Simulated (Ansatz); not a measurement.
The following input was run with Ansatz 0.2.0.

```yaml
crystal:
  lattice:
    - [4.009297747, 0.0, 0.0]
    - [0.0, 4.009297747, 0.0]
    - [0.0, 0.0, 4.009297747]
  atoms:
    - { symbol: Al, position: [0.5, 0.5, 0.0] }
    - { symbol: Al, position: [0.0, 0.5, 0.5] }
    - { symbol: Al, position: [0.5, 0.0, 0.5] }
    - { symbol: Ga, position: [0.0, 0.0, 0.0] }
basis:
  ecutwfc: 500
kpoints:
  mp_grid: { grid: [10, 10, 10] }
  band_path:
    path:
      - [[0.0, 0.0, 0.0], [0.0, 0.5, 0.0], [0.5, 0.5, 0.0], [0.0, 0.0, 0.0], [0.5, 0.5, 0.5], [0.0, 0.5, 0.0]]
      - [[0.5, 0.5, 0.5], [0.5, 0.5, 0.0]]
    npoints: 14
hamiltonian:
  xc: r2scan
scf:
  occupations: { method: gaussian, width: 0.1 }
output:
  forces: true
  stress: true
  eigenvalues: true
  populations: true
  dos: { projected: true, de: 0.02, nscf_kmesh: { grid: [15, 15, 15] } }
  bader: true
```

It can be run as
```bash
ansatz run input.yaml --threads 1 --pin off --backend cpu --events-out ev --progress --plain --runs-dir out  # memory cap (--max-ram) not shown
```

Method: DFT r2SCAN, scalar-relativistic, plane waves, PAW in Ansatz.

Abridged output:

```
Pseudopotentials: kind: paw
Pseudopotential: Al, paw, valence charge 3, recommended cutoff 500 eV (meta_gga)
Pseudopotential: Ga, paw, valence charge 13, recommended cutoff 500 eV (meta_gga)
Functional definition: r2SCAN
Crystal: 4 atoms, lattice volume = 64.447 Å³
Basis set: ecut = 500 eV, 1647 PW (Γ), exchange–correlation on 120×120×120 points (64 copies of the dense FFT grid, shifted against one another)
Bands: 15, of which v1, the nominal top of the filled ones, is band 11 counted from 1 (10 counted from 0)
Symmetry: 48 space group operations
Space group: Pm-3m (ITA 221), of the structure as read, at distance tolerance 4.0e-5 Å
k-points: 56 of 1000
Initial density: superposition of atomic densities (neutral atoms: chi_scale 0, normalization atom), corrected by the library's trained network
Initial wavefunctions: pseudopotential atomic-orbital guess
Functional: x = r2scan, c = r2scan; τ floored in thin density (d = 2e-4 eV/Å³)
SCF iter   1: F=—  HF=-5411.249791 eV  |F-HF|=—  |Δ(HF+E_count)|=         —  Δρ=8.31e-3  dr2=3.49e-2  dr2_τ=1.41e-2  ethr=1.77e-3  ⟨swp⟩=6.2  Hψ=5025  notcnv=0
SCF iter   2: F=—  HF=-5411.272877 eV  |F-HF|=—  |Δ(HF+E_count)|=   2.31e-2  Δρ=3.49e-3  dr2=8.49e-3  dr2_τ=5.43e-5  ethr=1.59e-4  ⟨swp⟩=2.0  Hψ=2121  notcnv=0  defer=7
SCF iter   3: F=—  HF=-5411.271096 eV  |F-HF|=—  |Δ(HF+E_count)|=   1.78e-3  Δρ=2.60e-3  dr2=4.30e-3  dr2_τ=1.67e-5  ethr=3.86e-5  ⟨swp⟩=2.0  Hψ=1111  notcnv=0  defer=7
SCF iter   4: F=—  HF=-5411.269864 eV  |F-HF|=—  |Δ(HF+E_count)|=   1.23e-3  Δρ=3.83e-4  dr2=7.29e-5  dr2_τ=1.32e-6  ethr=1.96e-5  ⟨swp⟩=2.5  Hψ=1145  notcnv=0  defer=7
SCF iter   5: F=—  HF=-5411.269902 eV  |F-HF|=—  |Δ(HF+E_count)|=   3.79e-5  Δρ=1.10e-4  dr2=9.05e-6  dr2_τ=8.37e-8  ethr=3.31e-7  ⟨swp⟩=2.1  Hψ=1255  notcnv=0  defer=7
SCF iter   6: F=—  HF=-5411.269902 eV  |F-HF|=—  |Δ(HF+E_count)|=   3.61e-8  Δρ=2.82e-5  dr2=6.52e-7  dr2_τ=1.26e-9  ethr=4.12e-8  ⟨swp⟩=2.0  Hψ=1169  notcnv=0  defer=7
SCF iter   7: F=-5411.269902 eV  HF=-5411.269902 eV  |F-HF|=2.17e-8  |Δ(HF+E_count)|=   3.81e-7  Δρ=6.77e-6  dr2=2.45e-8  dr2_τ=5.70e-11  ethr=4.55e-10  ⟨swp⟩=5.9  Hψ=4301  notcnv=0
SCF 1 converged in 7 iterations: F = -5411.269902 eV  dr2 = 2.45e-8
SCF converged after 7 iterations
Free energy (F): -5411.269902 eV
Harris-Foulkes:  -5411.269902 eV  (|F-HF|=2.17e-8)
Internal energy: -5411.262646 eV  (E = F + TS)
E sigma→0 (E₀):  -5411.266274 eV
Entropy (-TS):   -0.007257 eV (-1.814 meV/atom)
Fermi energy:    9.278731 eV
--- Per-component energies (eV) ---
  E_band       = -11.466368
  E_kinetic    = 185.344356
  E_local      = -2239.309948  (includes V_loc(G=0)·N_el)
  E_nonlocal   = 454.171562
  E_hartree    = 1083.724574
  E_xc         = -173.363607
  E_vxc        = -154.676278  (∫ρ·V_xc dr)
  E_paw        = -3421.072104  (= ΣΔE_a)
  E_vpaw       = -431.613449  (= ΣTr[D̂ρ^β])
  E_aug_tail   = -0.000041  (compensation charges beyond the density's cutoff)
  E_vtau       = 7.169796  (kinetic-family band-sum trace: ∫τ·v_τ [+ j·A + Jᵃ·Aᵃ] dr)
  E_ewald      = -1299.924043
  E_core_change = -0.833394  (= ΣΔE_core)
  E_smearing   = -0.007257  (= −TS)
--- Forces (eV/Å), atoms counted from 1 ---
  atom   1  Al     0.00000000     0.00000000     0.00000000
  atom   2  Al     0.00000000     0.00000000     0.00000000
  atom   3  Al     0.00000000     0.00000000     0.00000000
  atom   4  Ga     0.00000000     0.00000000     0.00000000
--- Stress (GPa, compression-positive) ---
       -0.000265       0.000000       0.000000
        0.000000      -0.000265       0.000000
        0.000000       0.000000      -0.000265
  P = ⅓ Tr σ = -0.0003 GPa (-0.003 kbar)
--- Band table (eV; the first three rows and the last of 56) ---
  k-point 0: bands = ["-6.3042", "-6.3042", "-6.2771", "-6.2771", "-6.2771", "-3.1543", "5.8680", "5.8680", "5.8680", "6.5467", "8.0270", "8.0270", "15.0699", "15.0699", "15.0699"]
  k-point 1: bands = ["-6.3038", "-6.3010", "-6.2785", "-6.2785", "-6.2769", "-3.0561", "4.6405", "5.9647", "5.9647", "7.0135", "8.1177", "9.0517", "13.5191", "13.5191", "14.2977"]
  k-point 2: bands = ["-6.3027", "-6.2927", "-6.2822", "-6.2822", "-6.2765", "-2.7616", "3.0925", "6.2538", "6.2538", "7.3749", "8.3880", "11.0211", "11.9467", "11.9467", "12.9701"]
  k-point 55: bands = ["-6.3142", "-6.3142", "-6.3142", "-6.2457", "-6.2457", "3.0861", "4.0203", "4.0203", "4.0203", "4.0737", "4.8904", "4.8904", "4.8904", "21.3354", "21.3354"]
--- Löwdin populations: 4 sites ---
  site symbol q [e]
     0     Al      2.8225
     1     Al      2.8225
     2     Al      2.8225
     3     Ga     13.3502
  spilling = 0.008283 (of n_electrons = 22.000000)
--- Bader charges: 4 sites ---
  site symbol charge [e]  shift [e]
     0     Al      0.2975     0.0002
     1     Al      0.2975     0.0002
     2     Al      0.2975     0.0002
     3     Ga     -0.8926     0.0007
  estimated error of the sums over rays = 3.3e-4 e
```

Self-consistency was reached.